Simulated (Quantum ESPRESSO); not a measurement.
```xyz
7
Lattice="-2.9889 2.9889 4.5066 2.9889 -2.9889 4.5066 2.9889 2.9889 -4.5066" Properties=species:S:1:pos:R:3 pbc="T T T"
Li     0.0000     2.9889     0.0000
Li     2.9889     0.0000     0.0000
S     -1.6947     1.6947     3.2772
S      1.6947     1.6947     5.7359
S      1.6947    -1.6947     3.2772
S      1.2942     1.2942     1.2294
W      0.0000     0.0000     0.0000
```

Cell and atoms were relaxed with PBE+D3(BJ) from Materials Project entry mp-753195, within its symmetry.

**Question.** What does PBEsol (Quantum ESPRESSO, PseudoDojo norm-conserving, 74 Ry, scalar-relativistic) give for the electronic structure near the Fermi level?

**Answer.** The PBEsol gap is indirect, 1.61 eV, from X to Z; the smallest direct gap is 1.97 eV. Spin-orbit coupling is left out, which matters for elements this heavy: edges can move by tenths of an eV.

The structure is a Materials Project entry; no match was found in the copy of COD used, and its stability was not checked.
